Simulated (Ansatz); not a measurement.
# LiTiH6O2F6: a run for the field gradients

```yaml
crystal:
  lattice:
    - [6.135910461, 0.0, 0.0]
    - [-3.0679552305, 5.3138543346, 0.0]
    - [0.0, 0.0, 5.615189]
  atoms:
    - { symbol: Li, position: [0.0, 0.0, 0.5] }
    - { symbol: Ti, position: [0.0, 0.0, 0.0], spin: 1.0 }
    - { symbol: H, position: [0.185931, 0.493148, 0.276063] }
    - { symbol: H, position: [0.506852, 0.692783, 0.276063] }
    - { symbol: H, position: [0.493148, 0.185931, 0.723937] }
    - { symbol: H, position: [0.307217, 0.814069, 0.276063] }
    - { symbol: H, position: [0.692783, 0.506852, 0.723937] }
    - { symbol: H, position: [0.814069, 0.307217, 0.723937] }
    - { symbol: O, position: [0.3333333333, 0.6666666667, 0.322985] }
    - { symbol: O, position: [0.6666666667, 0.3333333333, 0.677015] }
    - { symbol: F, position: [0.250102, 0.01186, 0.234136] }
    - { symbol: F, position: [0.98814, 0.238242, 0.234136] }
    - { symbol: F, position: [0.01186, 0.250102, 0.765864] }
    - { symbol: F, position: [0.761758, 0.749898, 0.234136] }
    - { symbol: F, position: [0.238242, 0.98814, 0.765864] }
    - { symbol: F, position: [0.749898, 0.761758, 0.765864] }
magnetization:
  spin_polarized: true
kpoints:
  mp_grid: { grid: [5, 5, 4] }
scf:
  occupations: { method: fermi_dirac, width: 0.02 }
  max_iter: 100
hamiltonian:
  xc: pbe
  pseudopotentials: { kind: paw, frozen_core: stored }
  hubbard: { sites: [{ species: F, l: f, u_eff: 4.0 }] }
output:
  forces: true
  stress: true
  populations: true
  efg:
    quadrupole_moments_barn: { Li: -0.0401, Ti: 0.247, H: 0.00285783, O: -0.02558 }
```

```sh
ansatz run input.yaml --threads 1 --pin off --max-ram 3072MiB --backend cpu --events-out ev --progress --plain --runs-dir out
```

(1) What happens when this input is run?

Results:

(1) The program refused the input. The input holds a U on a shell that isn't there. The program says:

```
Error: inconsistent input (hamiltonian.hubbard.sites[].l, hamiltonian.hubbard.sites[].shell): the file of F doesn't list 4f, and it can't be added: PBE doesn't bind the shell 4f of the free atom, whose level lies at +1.15 eV. Type an atom or ion with it (hamiltonian.pseudopotentials.projection_atoms), take another file or name another shell
```

Against a sound input the change was `hamiltonian.hubbard`: not typed → {sites: [{species: F, l: f, u_eff: 4.0}]}; `scf.max_iter`: not typed → 100.

With the sound settings the run converges and gives V_zz (10²¹ V/m²) Li -0.036 (η 0.00), Ti -14.25 (η 0.00), H 2.06 (η 0.20), O -14.42 (η 0.00), F 6.34 (η 0.64). With a gap of 0.2 eV on this mesh, small gradients can still move by 0.1 × 10²¹ V/m² or more as the k-mesh gets denser. All moments are parallel here, as the start or the cell imposes; many such compounds order antiparallel, where fields and spin densities carried over to other atoms largely cancel. The magnetic order is the one that the run reached from its start moments, not necessarily the measured one.
